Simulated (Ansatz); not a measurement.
Hf5Si3:
```cif
data_Hf10Si6
_chemical_formula_sum 'Hf10 Si6'
_space_group_name_H-M_alt 'P63/mcm'
_space_group_IT_number 193
_space_group_name_Hall '-P 6c 2'
_cell_length_a 7.86401
_cell_length_b 7.86401
_cell_length_c 5.47763
_cell_angle_alpha 90.000
_cell_angle_beta 90.000
_cell_angle_gamma 120.000
loop_
_atom_site_label
_atom_site_type_symbol
_atom_site_symmetry_multiplicity
_atom_site_Wyckoff_symbol
_atom_site_fract_x
_atom_site_fract_y
_atom_site_fract_z
_atom_site_occupancy
Hf1 Hf 6 g 0.25262 0.25262 0.75000 1
Hf2 Hf 4 d 0.33333 0.66667 0.00000 1
Si1 Si 6 g 0.39047 0.39047 0.25000 1
```

Relaxed at zero pressure with DFT-r²SCAN in the program Ansatz with PAW potentials.

Q: The volume is lowered by 3 % and shape and atoms relax at that volume. What pressure results, and how do the axes share the change?

A: 4.8 GPa; a -0.9 %, b -0.9 %, c -1.2 %; the energy rises by 8 meV/atom.

Q: Give the new structure.

A: 
Space group P6₃/mcm (No. 193); a = b = 7.7902 Å, c = 5.4144 Å, α = β = 90.00°, γ = 120.00°

```
atom  site  symmetry       x       y       z
----  ----  --------  ------  ------  ------
Hf      6g       m2m  0.2513  0.2513  0.7500
Hf      4d       3.2  0.3333  0.6667  0.0000
Si      6g       m2m  0.3911  0.3911  0.2500
```

The phase is kept; no other phase was compared at this pressure.

Space group P6_3/mcm. The workflow started from a Materials Project entry (that database holds measured and hypothetical structures alike); the Crystallography Open Database copy checked does not list it. Its standing as an ambient phase is unchecked. Symmetry was held in the r²SCAN relaxation; its stability against distortions is not shown here. The run is not spin-polarised. Spin–orbit coupling is left out wherever it is not named.

Potentials: the later of the program's two PAW sets.
